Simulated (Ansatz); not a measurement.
Ga: from a starting cell to a relaxed one

The start is a generated trial cell of Ga in the beta-W structure type. A full variable-cell relaxation at zero pressure is run with r2SCAN (plane waves to 500 eV, PAW, scalar-relativistic; Ansatz, a program for electronic structure). First-step values are on the input's coarse k-mesh.

Ansatz input (later rounds restart from its end on a renewed k-mesh):
Ansatz 0.2 input:
```yaml
crystal:
  lattice:
    - [5.362706, 0, 0]
    - [0, 5.362706, 0]
    - [0, 0, 5.362706]
  atoms:
    - { symbol: Ga, position: [0.25, 0, 0.5] }
    - { symbol: Ga, position: [0.75, 0, 0.5] }
    - { symbol: Ga, position: [0, 0.5, 0.25] }
    - { symbol: Ga, position: [0, 0.5, 0.75] }
    - { symbol: Ga, position: [0.5, 0.25, 0] }
    - { symbol: Ga, position: [0.5, 0.75, 0] }
    - { symbol: Ga, position: [0, 0, 0] }
    - { symbol: Ga, position: [0.5, 0.5, 0.5] }
basis: { ecutwfc: 500, ecutrho_ratio: 4, xc_grid: 4, fft_grid_basis: typed }
kpoints: { mp_grid: { grid: [6, 6, 6] } }
hamiltonian:
  xc: r2scan
  dispersion: none
  pseudopotentials: { azcp: { folder: ./paw }, kind: paw }
scf: { occupations: { method: fermi_dirac, width: 0.05 } }
relax: { f_tol: 0.01, max_steps: 100, cell: { stress_tol: 0.02 } }
output: { forces: true, stress: true }
```

- Initial pressure: -2.5 GPa (negative: the cell is under tension)
- Outcome: The space group stays Pm-3n (No. 223) (the run could not lower it), with 8 atoms in the primitive cell
- Volume change: -4.8 %, from 19.28 to 18.34 Å³/atom
- Shortest distances (start → end): The closest pairs of elements (up to four, under 3.6 Å), start → end: Ga–Ga 2.68 → 2.64 Å
- Band gap at the end: zero (metallic)
- Optimiser moves: 5

Relaxed structure:

```cif
data_Ga8
_chemical_formula_sum 'Ga8'
_space_group_name_H-M_alt 'Pm-3n'
_space_group_IT_number 223
_space_group_name_Hall '-P 4n 2 3'
_cell_length_a 5.27469
_cell_length_b 5.27469
_cell_length_c 5.27469
_cell_angle_alpha 90.000
_cell_angle_beta 90.000
_cell_angle_gamma 90.000
loop_
_atom_site_label
_atom_site_type_symbol
_atom_site_symmetry_multiplicity
_atom_site_Wyckoff_symbol
_atom_site_fract_x
_atom_site_fract_y
_atom_site_fract_z
_atom_site_occupancy
Ga1 Ga 6 c 0.00000 0.50000 0.25000 1
Ga2 Ga 2 a 0.00000 0.00000 0.00000 1
```

Final values are on a 9×9×9 k-mesh of the relaxed cell. No spin polarisation in the result.

The run could not lose the symmetry of its start: the end is stationary, and may be a saddle point rather than a minimum.

All atoms sit on sites fixed by symmetry, so only the cell could relax.

The relaxed structure here is a generated cell of Ga: the first start was made by placing the elements on the sites of a structure type, and the end was not matched to a known phase here, so it may be hypothetical. Known forms of Ga include space group No. 64.
